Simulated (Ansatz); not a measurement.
Relaxed-ion elastic tensor of GaSb in space group P6_3mc (No. 186; Ga on 2b, Sb on 2b, Ga on 2a, Sb on 2a) in GPa (Voigt order), plane-wave PAW r²SCAN (Ansatz code); density 5.52 g/cm³, 28.81 Å³ per atom.

```
 104  33.2  22.2   0.0   0.0   0.0
33.2   104  22.2   0.0   0.0   0.0
22.2  22.2   117   0.0   0.0   0.0
 0.0   0.0   0.0  29.3   0.0   0.0
 0.0   0.0   0.0   0.0  29.3   0.0
 0.0   0.0   0.0   0.0   0.0  35.4
```

Task: Is the crystal mechanically stable?

Result: Yes: the smallest eigenvalue of C is 29.3 GPa.

Task: Work out the Voigt, Reuss and Hill averages.

Result: K_V = 53.3, K_R = 53.3, K_H = 53.3; G_V = 35.3, G_R = 34.2, G_H = 34.7 GPa.

Task: Give Young's modulus, Poisson's ratio, Pugh's ratio and the universal anisotropy index.

Result: E = 9KG/(3K + G) = 85.6 GPa; ν = 0.23; K/G = 1.54 (brittle by the Pugh limit of 1.75); A_U = 5G_V/G_R + K_V/K_R − 6 = 0.15.

Task: Estimate the sound speeds and the Debye temperature.

Result: v_l = √((K + 4G/3)/ρ) = 4250 m/s, v_t = √(G/ρ) = 2510 m/s, mean 2780 m/s; Θ = (h/k)(3n/4πV)^(1/3) v_m = 270 K.

Task: Solve the Christoffel equation for the three sound speeds along x, y, z.

Result: Eigenvalues of C_ijkl n_j n_l equal ρv² (piezoelectric stiffening left out). In km/s, slowest first: x 2.30, 2.53, 4.34; y 2.30, 2.53, 4.34; z 2.30, 2.30, 4.60.

Task: How much does each axis shrink under pressure?

Result: Linear compressibilities β_i = Σ_j S_ij (j = 1 to 3): x 6.3, y 6.3, z 6.2 per TPa.

The start of the workflow was typed in or built on a structure type; the Crystallography Open Database copy checked does not list it. It is not the phase usual at ambient conditions (space group No. 216). Symmetry was held in the r²SCAN relaxation; whether a distortion lowers the energy is not shown. Spin–orbit coupling is left out wherever it is not named.

Potentials: the earlier of the program's two PAW sets.
